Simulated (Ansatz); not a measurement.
The calculation used Ansatz, DFT PBE, scalar-relativistic, plane waves, PAW. All cells share a 420 eV cutoff and Γ-centred k meshes spaced about 0.3 Å⁻¹ or finer (0.25 for metals, 2π included). No spin polarisation.

Temperature and zero-point effects are left out.

Two forms of Sn₂GeN₂ were relaxed alike.

A.

```xyz
5
Lattice="3.3562 0.0000 0.0000 -1.6781 2.9065 0.0000 0.0000 0.0000 9.0370" Properties=species:S:1:pos:R:3 pbc="T T T"
Sn    0.0000    1.9377    6.2758
Sn    1.6781    0.9688    2.7613
Ge    0.0000    0.0000    0.0000
N     1.6781    0.9688    7.5333
N     0.0000    1.9377    1.5037
```

B.

```xyz
10
Lattice="5.7531 0.0000 0.0000 -2.8766 4.9823 0.0000 0.0000 0.0000 7.2492" Properties=species:S:1:pos:R:3 pbc="T T T"
Sn    2.0770    0.0000    0.4117
Sn   -1.0385    1.7987    0.4117
Sn    1.8381    3.1836    0.4117
Sn    0.0000    0.0000    4.7930
Ge    0.0000    3.3216    3.6302
Ge    2.8766    1.6608    3.6302
N     0.0000    0.0000    1.5065
N     0.0000    3.3216    1.7332
N     2.8766    1.6608    1.7332
N     0.0000    0.0000    2.7445
```

**Question.** Which is lower in energy, and by how much?

**Answer.** B is lower, by 25 meV/atom. A has space group P-3m1 (No. 164), 17.6 Å³/atom and no gap on its mesh; B has space group P31m (No. 157), 20.8 Å³/atom and no gap. Counting N atoms around Ge and Sn (those within 1.25 times the shortest such distance or 1.15 times the sum of covalent radii, 1.27 where that leaves under three; the shortest distance is added where it exceeds 1.18 times the sum of covalent radii; a slash parts the counts of unlike sites), A has Sn 3, Ge 6 from 2.5 Å and B has Sn 1/3, Ge 1. B holds N–N pairs (shortest 1.24 Å); in A the shortest N–N distance is 3.36 Å. Even the lower one lies +0.50 eV/atom against the reference forms of the elements (uncorrected), so neither is stable at this level. In A, around Sn lie 3 N at 2.31 Å; Ge is surrounded by 6 N at 2.45 Å; N has 3 Sn at 2.31 Å and 3 Ge at 2.45 Å. In B, Sn on a site of symmetry m is surrounded by 3 N at 2.27–2.35 Å; around Ge lies 1 N at 1.90 Å; N on a site of symmetry 3m has 1 N at 1.24 Å and 3 Sn at 2.35 Å; 3 more sites not described. Both come from trial cells of a structure search, whose lowest cell (C2/m, 16.6 Å³/atom) lies 256 meV/atom below the lower of the two.

For metals, differences of a few meV/atom aren't resolved. Weakly bound directions are ill-defined at this level, which has no dispersion term (P-3m1, P31m), and this can change margins and order among such cells. The zero gap of P-3m1 may come from the functional, which often closes small gaps. Cells relaxed within their symmetry can be saddle points. Some structure types and database cells were kept out of the candidates from the start, so a known form may be missing.
